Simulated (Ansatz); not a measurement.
LiBr:
```xyz
2
Lattice="0.0000 2.7055 2.7055 2.7055 0.0000 2.7055 2.7055 2.7055 0.0000" Properties=species:S:1:pos:R:3 pbc="T T T"
Li     0.0000     0.0000     0.0000
Br     2.7055     2.7055     2.7055
```

Relaxed with PBEsol.

Question: Give the optical modes at the zone centre with their infrared activity from DFPT, PBEsol (plane waves, PAW; program Ansatz).

Answer: Transverse frequencies, without the LO–TO term; a row sums one degenerate level.

```tsv
ω (cm⁻¹)	degeneracy	IR ((D/Å)²/amu)	activity	symmetry
179	3	16.18	IR	T1u
```

Question: How high does the top mode go among those that the LO–TO term moves?

Answer: 337 cm⁻¹ for q along x.

Space group Fm-3m (rock salt). The PBEsol relaxation kept the symmetry of its start; of distortions, only those at the zone centre were tested.

Potentials: the later of the program's two PAW sets.
